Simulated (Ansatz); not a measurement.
Zn (hcp, Mg type)

```xyz
2
Lattice="2.6222 0.0000 0.0000 -1.3111 2.2709 0.0000 0.0000 0.0000 5.1932" Properties=species:S:1:pos:R:3 pbc="T T T"
Zn     0.0000     1.5139     3.8949
Zn     1.3111     0.7570     1.2983
```

The slice is a (-1 1 0 2) plane (indices of the conventional cell) through the point (0.333, 0.667, 0.750) (fractional), spanned by u = [110] and v = [1 -1 1] in vectors of this cell: u (2.62 Å) and v (6.90 Å, at 90° to u). It covers one period; positions are fractions (u, v).

The numbers are results of PBE (plane waves to 420 eV, PAW, scalar-relativistic; Ansatz, an electronic-structure program), not measurements. k mesh 20×20×9. Inside the PAW spheres the values are not all-electron values, and peaks at nuclei hang on which shells count as valence. The PAW data are Ansatz's earlier set. Zn was relaxed with its symmetry unable to fall.

Three fields on this plane, each scaled to ten steps between its own extremes (0 low, 9 high; the total valence density on a logarithmic scale, the potential cut 8 eV below its top; x marks points blanked near nuclei; v = 0 in the bottom row):

Map A
```
|xxxxx44xxxx|
|xxxx3663xxx|
|xxx157751xx|
|x0467887640|
|66778888776|
|88888888888|
|99987777899|
|99876666789|
|99876556789|
|88765555678|
|77765555677|
|55555665555|
|xx14566541x|
|xxx156651xx|
|xxxx4664xxx|
|xxxx4664xxx|
|xxxx5665xxx|
|xxx157751xx|
|xx15788751x|
|45678998765|
|77889999887|
|78899999988|
|66789999876|
|x0467887640|
|xxx157751xx|
|xxxx3553xxx|
|xxxxx44xxxx|
|xxxxx44xxxx|
```

Map B
```
|xxxxx55xxxx|
|xxxx1661xxx|
|xxx137731xx|
|x0025665200|
|11234444321|
|11122222211|
|00111111110|
|01111001111|
|22211001122|
|44432112344|
|45553223555|
|23466556643|
|xx24799742x|
|xxx259952xx|
|xxxx3883xxx|
|xxxx2772xxx|
|xxxx2662xxx|
|xxx025520xx|
|xx00233200x|
|00011111100|
|11110000111|
|22211001122|
|11222222221|
|x0013443100|
|xxx025520xx|
|xxxx1551xxx|
|xxxxx44xxxx|
|xxxxx44xxxx|
```

Map C
```
|xxxxx77xxxx|
|xxxx8668xxx|
|xxx965569xx|
|x9754334579|
|44332222334|
|11112222111|
|00012332100|
|00123443210|
|11234554321|
|22345665432|
|44456666544|
|77666666667|
|xx98766789x|
|xxx976679xx|
|xxxx8668xxx|
|xxxx8668xxx|
|xxxx7557xxx|
|xxx854458xx|
|xx85322358x|
|65421001245|
|32210000122|
|22110000112|
|44321001234|
|x9753223579|
|xxx954459xx|
|xxxx8668xxx|
|xxxxx77xxxx|
|xxxxx88xxxx|
```

**Question.** Assign the maps to these fields: electron localisation function (ELF); valence electron density; electrostatic potential energy of an electron, from the cell's mean.

**Answer.** A is the electrostatic potential energy of an electron, from the cell's mean; B is the electron localisation function (ELF); C is the valence electron density.
